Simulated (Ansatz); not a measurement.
Al2Cu (Al2Cu type, space group I4/mcm)

```xyz
6
Lattice="-3.0297 3.0297 2.4370 3.0297 -3.0297 2.4370 3.0297 3.0297 -2.4370" Properties=species:S:1:pos:R:3 pbc="T T T"
Al     0.9591     3.9888     0.0000
Al     0.9591     2.0706     2.4370
Al     2.0706     0.9591     0.0000
Al     2.0706    -0.9591     2.4370
Cu     0.0000     0.0000     1.2185
Cu     0.0000     0.0000     3.6555
```

In each cell atom 2 (Al, nearest neighbour Cu at 2.587 Å; its periodic images, 4.9 Å or more away, move with it) moves by s·(0.707, 0.707, 0.000) (along Cartesian [110]), the rest being held.

All values below come from PBE (plane waves to 420 eV, PAW, scalar-relativistic; Ansatz, a quantum-chemistry and plane-wave program). k mesh 10×10×10 (Γ-centred), Fermi-Dirac smearing 0.05 eV. Stress and pressure are positive under compression. With partly filled bands, energies and forces of such displacements shift with the k mesh and the smearing. F⊥ is the part of the force across the line. Al2Cu is run without spin polarisation. Al2Cu was relaxed with its symmetry unable to fall. The PAW data are Ansatz's earlier set. 

| s (Å) | |F⊥| (eV/Å) | P (GPa) |
|---|---|---|
| -0.780 | 3.183 | 12.5 |
| -0.624 | 1.864 | 7.6 |
| -0.468 | 0.964 | [?] |
| -0.312 | 0.393 | [?] |
| -0.156 | 0.080 | 0.4 |
| 0.000 | 0.019 | -0.1 |
| 0.156 | 0.080 | 0.4 |
| 0.312 | 0.393 | [?] |
| 0.468 | 0.964 | [?] |
| 0.624 | 1.864 | 7.6 |
| 0.780 | 3.183 | 12.5 |

Question: Complete the blanks.

Answer: 
- -0.468, P (GPa): 4.1
- -0.312, P (GPa): 1.8
- 0.312, P (GPa): 1.8
- 0.468, P (GPa): 4.1

(A displaced cell: forces are minus the slopes of the energy, force constants its curvatures, and phonons follow from these.)
